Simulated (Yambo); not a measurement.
G0W0@LDA for AgI (wurtzite, space group P6_3mc, No. 186) in Yambo. Reference settings: 3×3×2 Γ-centred k mesh, bands 9 to 204 and a 7 Ry block in the screening, 204 bands in G with the Bruneval-Gonze terminator, plasmon pole fitted at 27.2 eV. The LDA gap Γ → Γ on this mesh is 1.09 eV; G0W0 gaps are taken between the same points.

With and without the terminator, as bands are cut:

```
bands in G (in W)  gap, terminator (eV)  gap, none (eV)  valence shift, terminator (eV)  valence shift, none (eV)
-----------------  --------------------  --------------  ------------------------------  ------------------------
52 (52)                           2.583           2.488                          -0.377                    -0.050
78 (78)                           2.474           2.381                          -0.506                    -0.219
115 (115)                         2.390           2.282                          -0.614                    -0.371
159 (159)                         2.357           2.258                          -0.675                    -0.481
204 (204)                         2.351           2.266                          -0.720                    -0.565
```

Over this range the gap spans 0.232 eV with the terminator and 0.230 eV without, the valence shift 0.343 eV and 0.515 eV. Neither column has reached its limit for certain.

Spin-orbit coupling is not included.

Geometry relaxed with LDA; primitive cell a = b = 4.4822 Å, c = 7.3340 Å, α = β = 90.00°, γ = 120.00°.

A shift is the quasiparticle energy of the state minus its LDA energy.
